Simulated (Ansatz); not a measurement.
# K, omega (AlB2-type): geometry optimisation

All numbers below come from DFT, PBEsol, plane waves (420 eV) with PAW, scalar-relativistic (Ansatz 0.2.0). The PAW files were generated under PBE, with cores re-solved for the functional.

k-point mesh 5×5×7, Fermi-Dirac smearing 0.1 eV, no spin polarisation. Cell and atoms relax.

Starting structure:

```yaml
crystal:
  lattice:
    - [7.3867433931, 0.0, 0.0]
    - [-3.6933716966, 6.3971074297, 0.0]
    - [0.0, 0.0, 4.5280737]
  atoms:
    - { symbol: K, position: [0.0, 0.0, 0.0] }
    - { symbol: K, position: [0.3333333333, 0.6666666667, 0.5] }
    - { symbol: K, position: [0.6666666667, 0.3333333333, 0.5] }
hamiltonian:
  xc: pbesol
  pseudopotentials:
    kind: paw
    azcp:
      K: "pseudopotentials/K.paw.azcp"
basis:
  ecutwfc: 420
  fft_grid_basis: typed
kpoints:
  mp_grid: { grid: [5, 5, 7], shift: [0, 0, 0] }
magnetization:
  spin_polarized: false
scf:
  occupations: { method: fermi_dirac, width: 0.1 }
relax:
  max_steps: 60
  f_tol: 0.01
  cell: {}
output:
  write_density: true
  write_potential: true
  elf: true
  volumetric_format: npy
```

**Question.** What cell does the relaxation end in?

**Answer.** P6/mmm with a = 7.466 Å, c = 4.440 Å (c/a = 0.595); 71.45 Å³ per atom against 71.32 at the start (0.2 %).

**Question.** How much energy does the relaxation gain?

**Answer.** 1.0 meV per atom.

Path of the relaxation (the plane waves are chosen anew near the end, which can shift the energy a little):

```json
{"step": "0", "E − E(final) (meV/atom)": "0.98", "V (Å³/atom)": "71.323", "P (GPa)": "0.01", "max force (eV/Å)": "0.000"}
{"step": "1", "E − E(final) (meV/atom)": "0.75", "V (Å³/atom)": "71.343", "P (GPa)": "0.01", "max force (eV/Å)": "0.000"}
{"step": "2", "E − E(final) (meV/atom)": "0.00", "V (Å³/atom)": "71.446", "P (GPa)": "0.00", "max force (eV/Å)": "0.000"}
{"step": "3", "E − E(final) (meV/atom)": "0.00", "V (Å³/atom)": "71.446", "P (GPa)": "0.00", "max force (eV/Å)": "0.000"}
```
